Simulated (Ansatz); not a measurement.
**Relaxing an invented SrGaI3 structure**

Theory: Ansatz, DFT PBE, scalar-relativistic, plane waves, PAW. Cutoff 420 eV, Gaussian smearing, Γ-centred meshes. Cell and atoms relax first on a coarse mesh and then on a finer one. In between, the cell is made exact in the group found at 0.06 Å. In metals the finer mesh still leaves noise of several meV/atom or more. The steps can't lower the symmetry of their start. No spin polarisation.

The cell of SrGaI3 is invented: perovskite family, tilts a0a0a0 (Pm-3m, No. 221) (A site Sr; B site Ga; X site I). Its size is a rough estimate.

```yaml
crystal:
  lattice:
    - [5.44141, 0.00000, 0.00000]
    - [0.00000, 5.44141, 0.00000]
    - [0.00000, 0.00000, 5.44141]
  atoms:
    - { symbol: Sr, position: [0.50000, 0.50000, 0.50000] }
    - { symbol: Ga, position: [0.00000, 0.00000, 0.00000] }
    - { symbol: I, position: [0.50000, 0.00000, 0.00000] }
    - { symbol: I, position: [0.00000, 0.50000, 0.00000] }
    - { symbol: I, position: [0.00000, 0.00000, 0.50000] }
```

The zero of energy is the elements' standard structures at the same level; no fitted shifts are applied.

Problem. Where does the relaxation end?

Solution. The symmetry stays Pm-3m (No. 221). The end has the cubic perovskite type. The volume per atom grows by 27.1 %, from 32.2 to 41.0 Å³. The shortest distance goes from 2.72 Å (Ga–I) to 2.95 Å (Ga–I). The energy falls by about 0.17 eV/atom (the start's value is from the coarse mesh). Conventional cell: a = 5.894 Å. Sr is surrounded by 12 I at 4.17 Å; around Ga lie 6 I at 2.95 Å; I is surrounded by 2 Ga at 2.95 Å, 4 Sr at 4.17 Å and 8 I at 4.17 Å.

```cif
data_structure
_symmetry_space_group_name_H-M 'Pm-3m'
_symmetry_Int_Tables_number 221
_cell_length_a 5.8945
_cell_length_b 5.8945
_cell_length_c 5.8945
_cell_angle_alpha 90.000
_cell_angle_beta 90.000
_cell_angle_gamma 90.000
_cell_volume 204.80
loop_
_atom_site_label
_atom_site_type_symbol
_atom_site_symmetry_multiplicity
_atom_site_Wyckoff_symbol
_atom_site_fract_x
_atom_site_fract_y
_atom_site_fract_z
_atom_site_occupancy
Sr1 Sr 1 b 0.50000 0.50000 0.50000 1
Ga1 Ga 1 a 0.00000 0.00000 0.00000 1
I1 I 3 d 0.50000 0.00000 0.00000 1
```

Problem. How does it come out in energy, and is it a metal?

Solution. The energy over the elements is −0.77 eV/atom and the gap on the 6×6×6 mesh of the 5-atom cell is 0 eV (a metal).

Whether it is stable depends on the other phases of the system, which aren't compared here.

The last run used Gaussian smearing of 0.10 eV. Spin–orbit coupling, which can matter for I, is left out. The reference form of I is held partly by dispersion forces, which this level lacks. A structure relaxed within its symmetry needn't be a true minimum.
